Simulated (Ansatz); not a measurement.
# An inverse problem

Cell vectors (Å):

```
3.1891 0.0000 0.0000
0.0000 3.1891 0.0000
0.0000 0.0000 3.1891
```

| atom | a | b | c |
| --- | --- | --- | --- |
| Sc | 0.5000 | 0.5000 | 0.5000 |
| X | 0.0000 | 0.0000 | 0.0000 |

Computed with PBEsol, all-electron LAPW in Ansatz 0.2.0, scalar-relativistic. k mesh 14×14×14, strains of ±0.008, Fermi-Dirac smearing of 0.080 eV.

Elastic constants of a crystal by Kohn-Sham DFT: slopes of the stress over finite engineering strains of the given cell, Voigt indices, Cartesian axes as in the cell vectors.

| index | elastic (GPa) |
| --- | --- |
| 11 | 201.4 |
| 12 | 173.5 |
| 44 | 90.3 |

Question: All X atoms are one element. Which one was computed?

Answer: Ir; the crystal is ScIr (Pm-3m).

Limits of these numbers: responses of metals move with mesh and smearing; the softest shear constant rests on one k mesh, and a soft shear can herald a distortion on cooling; no spin-orbit coupling on heavy atoms.
